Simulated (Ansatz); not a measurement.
Structures of WI: which is lowest?

Plane-wave DFT in Ansatz with scalar-relativistic PAW potentials, cutoff 420 eV, Γ-centred meshes chosen by cell and gap, Gaussian smearing with energies taken to zero width. Every cell was relaxed (cell and atoms) in a run of its own, within the symmetry of its start. Functional: PBE.

Relaxed structures (starts from databases or built by putting these elements on another compound's sites):
A. Pm-3m, 2 atoms in the computed cell, a = 3.374 Å; sites (symmetry × multiplicity) W m-3m × 1, I m-3m × 1; start: built
B. F-43m, 2 atoms in the computed cell, a = 6.059 Å; sites (symmetry × multiplicity) W -43m × 4, I -43m × 4; start: built
C. R-3m, 2 atoms in the computed cell, a = 3.256 Å, c = 13.112 Å; sites (symmetry × multiplicity) W -3m × 3, I -3m × 3; start: built

Task: Rank them by energy. Could pressure change the order?

Result:
```csv
structure,group,E − E(lowest) (meV/atom),V (Å³/atom),gap on mesh (eV)
C,R-3m,0.0,20.06,0.00
A,Pm-3m,144,19.21,0.00
B,F-43m,580,27.80,0.00
```

C is lowest, 144 meV/atom under A. A is denser by 0.85 Å³/atom, so pressure favours it: ΔE/ΔV, with ΔE in eV and 1 eV/Å³ = 160.2 GPa, gives about 27 GPa for equal enthalpy if both cells were rigid; at such pressures compression changes ΔV much, so this is a scale only. Other structures may lie lower than all of these, and vibrations aren't counted.

Spin-orbit coupling is left out, which matters for the bands of heavy elements. Spin polarisation was left out, and a magnetic state may lie lower.